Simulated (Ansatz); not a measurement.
ZnCu2SnSe4:
```
ZnCu2SnSe4
1.0
   -2.84488     2.84488     5.70798
    2.84488    -2.84488     5.70798
    2.84488     2.84488    -5.70798
Zn Cu Sn Se
1 2 1 4
Cartesian
  0.00000   0.00000   0.00000
  0.00000   2.84488   2.85399
  2.84488   0.00000   2.85399
  0.00000   0.00000   5.70798
  1.47275   1.47275   4.17554
  1.47275  -1.47275   7.24043
  1.37212   1.37212  -1.53244
 -1.47275   1.47275   7.24043
```

Relaxed with r²SCAN. Special points in fractions of this cell's reciprocal vectors: Γ (0.000, 0.000, 0.000); X (0.000, 0.000, 0.500); P (0.250, 0.250, 0.250); N (0.000, 0.500, 0.000); M (0.500, 0.500, -0.500); S (0.312, 0.688, -0.312); S0 (-0.312, 0.312, 0.312); R (-0.124, 0.124, 0.500); G (0.500, 0.500, -0.124).

Q: List the band energies nearest the Fermi level at these points for r²SCAN (plane waves, PAW; program Ansatz).

A: In eV from the Fermi level; about four levels below and three above (degenerate sets whole), none deeper than 8.9 eV; points with the same levels are listed once.

```
k                    below                above
-  -----------------------  -------------------
Γ  -0.11 -0.10 -0.02 -0.02  1.84 2.96 3.57 3.57
X  -1.40 -0.55 -0.53 -0.45       0.23 2.36 2.62
P  -1.06 -1.06 -0.50 -0.48  0.57 2.17 3.45 3.45
N  -1.32 -1.23 -0.93 -0.85       1.52 3.05 3.34
M  -1.50 -1.45 -0.72 -0.72       1.00 1.92 1.92
S  -1.38 -1.37 -1.01 -0.62       1.39 2.38 3.14
R  -1.30 -0.82 -0.77 -0.50       0.61 2.80 2.85
```

Space group I-42m. The first step of the workflow began from a Materials Project structure, measured or hypothetical; the Crystallography Open Database files this formula in space group No. 121, but the cells were not matched. It is not the phase usual at ambient conditions (space group No. 82). The r²SCAN relaxation kept the symmetry of its start; its stability against distortions is not shown here. The run is not spin-polarised. The Fermi level of a semimetal is unsure by some 0.05 eV on such meshes. Spin–orbit coupling is left out wherever it is not named.

Potentials: the later of the program's two PAW sets.
